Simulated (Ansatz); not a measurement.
Total density of states per atom from DFT-PBEsol in the program Ansatz with PAW potentials, in 0.25 eV bins, energy from the Fermi level:

(E (eV), states/eV/atom): (-7.85, 0.00); (-7.60, 0.00); (-7.35, 0.00); (-7.10, 0.00); (-6.85, 0.00); (-6.60, 0.00); (-6.35, 0.00); (-6.10, 0.00); (-5.85, 0.00); (-5.60, 0.00); (-5.35, 0.00); (-5.10, 0.00); (-4.85, 0.00); (-4.60, 0.01); (-4.35, 0.08); (-4.10, 0.22); (-3.85, 0.48); (-3.60, 0.72); (-3.35, 1.06); (-3.10, 1.36); (-2.85, 1.14); (-2.60, 1.07); (-2.35, 1.10); (-2.10, 1.36); (-1.85, 1.59); (-1.60, 1.04); (-1.35, 0.45); (-1.10, 0.26); (-0.85, 0.20); (-0.60, 0.25); (-0.35, 0.78); (-0.10, 3.07); (0.15, 3.80); (0.40, 4.21); (0.65, 2.22); (0.90, 1.32); (1.15, 2.48); (1.40, 6.75); (1.65, 2.33); (1.90, 0.97); (2.15, 0.45); (2.40, 0.45); (2.65, 0.44); (2.90, 0.44); (3.15, 0.45); (3.40, 0.46); (3.65, 0.47)

Task: Which compound is it?
A. PrN, rock salt
B. BaO, rock salt
C. MoN2, P4/mbm (Mo on 2a, N on 4h)
D. AlSiCN, P3m1 (Al on 1b, Si on 1c, C on 1b, N on 1c)

Result: A, PrN, rock salt. Within 0.5 eV of the Fermi level: Pr 4f 92 %, Pr 5d 6 %. Projections are on Löwdin-orthogonalised atomic valence shells; empty p or d shells of many metals are not among them.

Space group Fm-3m (rock salt). The workflow started from a Materials Project entry (that database holds measured and hypothetical structures alike); the Crystallography Open Database files this formula in space group No. 225, but the cells were not matched. Whether it is the stable phase at ambient conditions was not checked. Symmetry was held in the PBEsol relaxation; whether a distortion lowers the energy is not shown. The final state is ferromagnetic, chosen from 3 collinear starts compared on coarse meshes (ties went to the first, and starts can fall back to one state), not a proven ground state. The 4f shell is in the valence, and the state reached may lie above the lowest one. No Hubbard U is applied. Scalar-relativistic: spin–orbit coupling is off unless named, which matters more the heavier the elements.

Potentials: the later of the program's two PAW sets.
